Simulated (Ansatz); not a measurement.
Property card for PtSe₂

PtSe$_{2}$:
```xyz
3
Lattice="0.0000 3.1448 3.1448 3.1448 0.0000 3.1448 3.1448 3.1448 0.0000" Properties=species:S:1:pos:R:3 pbc="T T T"
Pt     0.0000     0.0000     0.0000
Se     1.5724     1.5724     1.5724
Se     4.7172     4.7172     4.7172
```

Space group Fm-3m (No. 225), fluorite or antifluorite type; conventional cell a = 6.2896 Å, b = 6.2896 Å, c = 6.2896 Å, α = 90.00°, β = 90.00°, γ = 90.00°.

Method: DFT-PBE in the program Ansatz with PAW potentials. Geometry: relaxed at this level of theory. Other levels are named where they apply.

Cell and energy:

```yaml
volume_per_atom: 20.73 Å³
density: 9.42 g/cm³
Formation energy from the elements (no fitted shifts): 0.093 eV/atom
```

Electronic structure:

```yaml
electronic_character: metallic (no gap)
Density of states at the Fermi level: 1.8 states/eV per atom (mean over ±0.08 eV)
```

Mechanics:

```yaml
Bulk modulus (Birch–Murnaghan fit): 107 GPa
Pressure derivative B′: 4.8
```

A made-up cell: these elements were put on the sites of a structure type; neither database checked (COD, Materials Project) lists it. COD files the formula under space group No. 164, so this cell is another polymorph or a model. Whether it is the stable phase at ambient conditions was not checked. The cell was relaxed with PBE under the symmetry of its start; whether a distortion lowers the energy is not shown. The run is not spin-polarised. The references are the lowest solids computed at this level, not always the standard phases. Scalar-relativistic: spin–orbit coupling is off unless named, which matters more the heavier the elements.

Potentials: the later of the program's two PAW sets.
